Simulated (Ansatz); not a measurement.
LaFe$_{2}$P$_{2}$:
```xyz
5
Lattice="-1.8947 1.8947 5.5101 1.8947 -1.8947 5.5101 1.8947 1.8947 -5.5101" Properties=species:S:1:pos:R:3 pbc="T T T"
La     0.0000     0.0000     0.0000
Fe     0.0000     1.8947     2.7551
Fe     1.8947     0.0000     2.7551
P      0.0000     0.0000     7.1892
P      0.0000     0.0000     3.8311
```

Relaxed with r²SCAN. Special points in fractions of this cell's reciprocal vectors: Γ (0.000, 0.000, 0.000); X (0.000, 0.000, 0.500); P (0.250, 0.250, 0.250); N (0.000, 0.500, 0.000); M (0.500, 0.500, -0.500); S (0.280, 0.720, -0.280); S0 (-0.280, 0.280, 0.280); R (-0.059, 0.059, 0.500); G (0.500, 0.500, -0.059).

Task: List the band energies nearest the Fermi level at these points for DFT-r²SCAN in the program Ansatz with PAW potentials.

Result: In eV from the Fermi level; about four levels below and three above (degenerate sets whole), none deeper than 8.9 eV; points with the same levels are listed once.

```csv
k,below,above
Γ,-0.90 -0.37 -0.36 -0.36,0.79 1.96 1.96
X,-0.98 -0.69 -0.68 -0.60,0.99 1.09 2.44 2.45
P,-1.00 -1.00 -0.69 -0.68,1.05 1.05 2.45 2.45
N,-1.68 -1.68 -1.57 -1.15 -1.07,0.70 0.82 1.03
M,-0.99 -0.53 -0.02 -0.02,0.76 0.79 0.99
S,-1.48 -1.46 -1.43 -0.44,0.32 0.77 1.60
R,-0.86 -0.69 -0.64 -0.59,1.03 1.09 2.42
```

Space group I4/mmm. The first step of the workflow began from a Materials Project structure, measured or hypothetical; the Crystallography Open Database copy checked does not list it. Whether it is the stable phase at ambient conditions was not checked. Symmetry was held in the r²SCAN relaxation; its stability against distortions is not shown here. No spin polarisation was allowed. Scalar-relativistic: spin–orbit coupling is off unless named, which matters more the heavier the elements.

Potentials: the later of the program's two PAW sets.
